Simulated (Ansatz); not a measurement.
# NbTe: rattling a relaxed structure

It was reached by relaxing an invented guess, and it needn't be the stable form of this composition.

The calculation used DFT PBE, scalar-relativistic, plane waves, PAW in Ansatz 0.2.0. Cutoff 420 eV; k points 18×18×12 on the computed 2-atom cell (Γ-centred); Gaussian smearing, width 0.10 eV; no spin polarisation.

The cell below (2 atoms, space group Cmmm (No. 65)) is relaxed within its symmetry.

```
Nb Te
1.0
     1.75648   -2.77022    0.00000
     1.75648    2.77022    0.00000
     0.00000    0.00000    4.44757
Nb Te
1 1
Direct
  0.00000 0.00000 0.00000
  0.50000 0.50000 0.50000
```

For the test a repeat of it with 4 atoms (edges 3.28, 4.45, 5.95 Å) was strained at random (σ = 1.5 % a component), the atoms were moved at random (σ = 0.05 Å), and all was relaxed again on a coarse 6×6×4 mesh (in the run’s order of axes) with 0.20 eV smearing, with no symmetry imposed.

These runs have no spin–orbit coupling, which can matter for Te.

Question: Is the structure stable against such a distortion?

Answer: It doesn't return. The energy falls by 525 meV/atom on that mesh, the volume changes by 0.7 %, and the end has space group P-6m2 (No. 187) at a loose tolerance. Relaxed again on an 18×18×16 mesh with 0.10 eV smearing, the new structure lies 525 meV/atom below the first (mesh in the axes of the run's cell; the cell below is made exact in the group named). Space group P-6m2 (No. 187), hexagonal, a = 3.686 Å, c = 3.704 Å. Around Nb lie 6 Te at 2.82 Å; Te has 6 Nb at 2.82 Å.

```cif
data_structure
_symmetry_space_group_name_H-M 'P 1'
_symmetry_Int_Tables_number 1
_cell_length_a 3.6862
_cell_length_b 3.6862
_cell_length_c 3.7042
_cell_angle_alpha 90.000
_cell_angle_beta 90.000
_cell_angle_gamma 120.000
_cell_volume 43.59
loop_
_atom_site_label
_atom_site_type_symbol
_atom_site_fract_x
_atom_site_fract_y
_atom_site_fract_z
_atom_site_occupancy
Nb1 Nb 0.33333 0.66667 0.50000 1
Te1 Te 0.66667 0.33333 0.00000 1
```
